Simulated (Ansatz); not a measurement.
NaCl (rock salt, Fm-3m), DFT-LDA in the program Ansatz with PAW potentials. The conduction-band minimum lies at Γ, with 1 equivalent valley. Second derivatives d²E/dk² of the lowest band at one valley (eV·Å²), along Cartesian directions:

```csv
direction,d²E/dk²
[100],20.54
[010],20.54
[001],20.54
[110],20.54
[101],20.54
[011],20.54
```

Problem. Find the principal effective masses, the density-of-states mass and the conductivity mass.

Solution. Off-diagonal terms follow from H_xy = H[110] − (H_xx + H_yy)/2, and m*/mₑ = 7.620 eV·Å² over each eigenvalue: 0.37, 0.37, 0.37. One valley's DOS mass (m₁m₂m₃)^(1/3) = 0.37, conductivity mass 3/(Σ 1/mᵢ) = 0.37 mₑ.

Problem. What effective density of states Nc follows at 300 K for parabolic valleys?

Solution. Nc = 2.509e19 × 1 × (0.37)^(3/2) ≈ 5.6e18 cm⁻³.

Problem. With the computed static dielectric constant 5.47 (mean of the diagonal), estimate a hydrogenic donor's binding energy and radius.

Solution. E = 13.606 eV × 0.37/5.47² ≈ 170 meV; a = 0.529 Å × ε/m* ≈ 7.8 Å. Semilocal masses tend to be too small when the gap is underestimated.

Problem. With ε∞ = 2.67 and ω_LO = 270 cm⁻¹, what Fröhlich coupling constant follows?

Solution. α = (1/ε∞ − 1/ε0) √(m* × 13.606 eV/ħω_LO) = 2.4.

The LDA relaxation kept the symmetry of its start.

Potentials: the earlier of the program's two PAW sets. The files were generated under PBE; for other functionals the program regenerates the frozen cores, and for LDA and PBEsol the local potential too.
